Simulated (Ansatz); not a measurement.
**Stationary points along a deformation path in Ba**

Theory: DFT PBEsol, scalar-relativistic, plane waves, PAW (Ansatz 0.2.0). Settings: plane waves to 420 eV, k-mesh 14×14×14 (Γ-centred), Gaussian smearing 0.15 eV. No spin polarisation. Energies are free energies at this smearing, counted from the undisturbed cell; pressure is positive in compression.

The starting cell (as given, not relaxed at this level; it stands at -0.6 GPa; this simple cubic form isn't the usual structure):

```
Ba
1.0
     3.91772    0.00000    0.00000
     0.00000    3.91772    0.00000
     0.00000    0.00000    3.91772
Ba
1
Direct
  0.00000 0.00000 0.00000
```

At fixed volume and fractional coordinates, lengths along (0.577, 0.577, 0.577) are scaled against those across it; ρ is that ratio over its starting value. V = 60.131 Å³/atom. Δσ is the stress along the axis less the mean stress across it (compression positive).

| ρ | ΔE (meV/atom) | Δσ (GPa) | space group |
| --- | --- | --- | --- |
| 0.500 | -302.6 | 0.00 | Im-3m |
| 0.600 | -232.5 | -2.58 | R-3m |
| 0.710 | -120.1 | -2.49 | R-3m |
| 0.850 | -30.5 | -1.40 | R-3m |
| 1.000 | 0.0 | 0.00 | Pm-3m |
| 1.200 | -36.3 | 1.41 | R-3m |
| 1.410 | -110.3 | 2.31 | R-3m |
| 1.700 | -232.4 | 2.40 | R-3m |
| 2.000 | -288.2 | 0.00 | Fm-3m |

Q: How does the stress give the slope of the energy, and where is the energy stationary?

A: Along the path d ln(length) is 2/3 d ln ρ on the axis and −1/3 d ln ρ across it, so dE/d ln ρ = −(2/3) V Δσ: the energy falls with ρ where Δσ is positive. Δσ vanishes or changes sign at ρ = 0.500 (Im-3m, an end of the scan), at -302.6 meV/atom; at ρ = 1.000 (Pm-3m), a maximum at 0.0 meV/atom; at ρ = 2.000 (Fm-3m, an end of the scan), at -288.2 meV/atom. Pairs of stationary points between two samples would go unseen, and could change a minimum read from distant neighbours into a maximum. At ρ = 0.500, 1.000, 2.000 the cell is cubic, where symmetry alone makes the stress isotropic and the slope zero.

Q: Is the start the lowest point of the path?

A: No: ρ = 0.500 lies 302.6 meV/atom lower, with no sampled rise above the start on the way. Volume and inner coordinates are held, so a relaxed structure there would lie lower still.

In a metal these slopes depend on the k mesh and the smearing.